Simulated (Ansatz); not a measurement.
System: CeO₂ (fluorite type), 3 atoms in the cell.

```
Ce O
1.0
     0.00000    2.73000    2.73000
     2.73000    0.00000    2.73000
     2.73000    2.73000    0.00000
Ce O
1 2
Cartesian
  0.0000 0.0000 0.0000
  1.3650 1.3650 1.3650
  4.0950 4.0950 4.0950
```

Code and potentials: Ansatz PAW hard set, 700 eV. Settings: k-mesh 6×6×6 Γ-centred; Fermi–Dirac smearing of 0.02 eV; no spin polarisation; no spin–orbit coupling.

One run gave:

- Pressure: -2.27 GPa
- Gap on the mesh: 2.29 eV

Which level of theory was it?
A. r²SCAN
B. PBE

A. All runs:

| level | pressure (GPa) | gap (eV) |
| --- | --- | --- |
| PBE | 0.41 | 2.03 |
| r²SCAN | -2.27 | 2.29 |

The stress includes the program's correction for the finite plane-wave basis.

A gap read on the mesh is an upper bound of this method's gap, since the mesh can miss a band edge. Spin–orbit coupling is left out; with heavy elements it can shift the gap and split levels by tenths of an eV. Potentials made with PBE were used with another functional (at least in: Ansatz PAW hard set, 700 eV (r²SCAN)). Semilocal functionals give gaps that mostly lie well below measured ones.
